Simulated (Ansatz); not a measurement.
AlPt₃:
```
CELL_PARAMETERS angstrom
     -2.72740     2.72740     3.91411
      2.72740    -2.72740     3.91411
      2.72740     2.72740    -3.91411
ATOMIC_POSITIONS crystal
  Al 0.75000 0.25000 0.50000
  Al 0.25000 0.75000 0.50000
  Pt 0.75000 0.75000 0.00000
  Pt 0.25000 0.25000 0.00000
  Pt 0.21731 0.71731 0.93463
  Pt 0.78269 0.28269 0.06537
  Pt 0.71731 0.78269 0.50000
  Pt 0.28269 0.21731 0.50000
```

Relaxed with PBEsol. Special points in fractions of this cell's reciprocal vectors: Γ (0.000, 0.000, 0.000); X (0.000, 0.000, 0.500); P (0.250, 0.250, 0.250); N (0.000, 0.500, 0.000); M (0.500, 0.500, -0.500); S (0.371, 0.629, -0.371); S0 (-0.371, 0.371, 0.371); R (-0.243, 0.243, 0.500); G (0.500, 0.500, -0.243).

Problem. List the band energies nearest the Fermi level at these points for DFT-PBEsol in the program Ansatz with PAW potentials.

Solution. In eV from the Fermi level; about four levels below and three above (degenerate sets whole), none deeper than 8.9 eV; points with the same levels are listed once.

| k | below | above |
|---|---|---|
| Γ | -0.53 -0.53 -0.20 -0.09 | 0.20 0.62 0.62 |
| X | -1.25 -1.22 -0.94 -0.80 | 0.56 1.55 1.63 |
| P | -1.16 -1.16 -0.61 -0.61 | 2.62 2.62 2.67 2.67 |
| N | -1.48 -1.48 -0.24 -0.24 | 0.71 0.71 1.81 1.81 |
| M | -2.01 -1.70 -1.39 -0.43 | 0.52 1.73 1.73 |
| S | -1.20 -0.92 -0.75 -0.10 | 1.71 2.75 4.03 |
| R | -1.11 -0.87 -0.56 -0.42 | 2.67 2.67 2.73 |

Space group I4/mcm. The workflow started from a Materials Project entry (that database holds measured and hypothetical structures alike); the Crystallography Open Database copy checked does not list it. Its standing as an ambient phase is unchecked. The PBEsol relaxation kept the symmetry of its start; its stability against distortions is not shown here. The run is not spin-polarised. Spin–orbit coupling is left out wherever it is not named.

Potentials: the later of the program's two PAW sets.
